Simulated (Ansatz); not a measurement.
**Phases of Rb at 11 GPa**

Structure types of Rb are relaxed in primitive cells with their symmetry kept at 11 GPa, on PAW files; LAPW relaxes the small cells further and takes the PAW cell for the others (marked *). The enthalpy is E + pV at zero temperature, without zero-point motion. Only the types listed were tried, and differences under about 5 meV/atom are mesh noise. The real phase may be another.

All numbers are LDA results (scalar-relativistic) from Ansatz 0.2.0, with Fermi–Dirac smearing of 0.1 eV, no spin polarisation. Methods: LAPW: all electrons, basis error target 0.5 meV/atom; PAW: frozen-core files, cutoff 420 eV.

k meshes: fcc 13×13×13, bcc 13×13×13, hcp 12×12×7, dhcp 10×10×3, diamond 10×10×10, hP4 8×8×5.

The PAW files were made under PBE.

```csv
start type,ends as,"a, b, c (Å)",V (Å³/atom),"H − H(lowest), LAPW (meV/atom)"
fcc,"fcc, Fm-3m","5.119, 5.119, 5.119",33.53,0.0
bcc,"bcc, Im-3m","4.073, 4.073, 4.073",33.79,21.2
hcp,"hcp, P6_3/mmc","3.615, 3.615, 5.971",33.79,10.4
dhcp*,"dhcp, P6_3/mmc","3.619, 3.619, 11.850",33.61,2.1
diamond,"diamond, Fd-3m","6.612, 6.612, 6.612",36.14,?
hP4*,"hP4, P6_3/mmc","4.527, 4.527, 6.980",30.97,?
```

Task: Give the missing entry: row "diamond", column "H − H(lowest), LAPW (meV/atom)".

Result: 582.5.

Task: Give the missing entry: row "hP4*", column "H − H(lowest), LAPW (meV/atom)".

Result: 103.4.
